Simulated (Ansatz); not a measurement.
Data:

Au:
```xyz
1
Lattice="0.0000 2.0408 2.0408 2.0408 0.0000 2.0408 2.0408 2.0408 0.0000" Properties=species:S:1:pos:R:3 pbc="T T T"
Au     0.0000     0.0000     0.0000
```

This is the PBEsol-relaxed structure.

Problem. All from the program Ansatz at the PBEsol level (PAW), unless another level is named. Estimate the bulk modulus (Birch–Murnaghan fit).

Solution. 174 GPa.

Problem. Next, the zero-point energy?

Solution. 16.7 meV/atom.

Space group Fm-3m (fcc (Cu type)). The cell was relaxed with PBEsol under the symmetry of its start. Spin–orbit coupling is left out wherever it is not named.

Potentials: the earlier of the program's two PAW sets. The files were generated under PBE; for other functionals the program regenerates the frozen cores, and for LDA and PBEsol the local potential too.
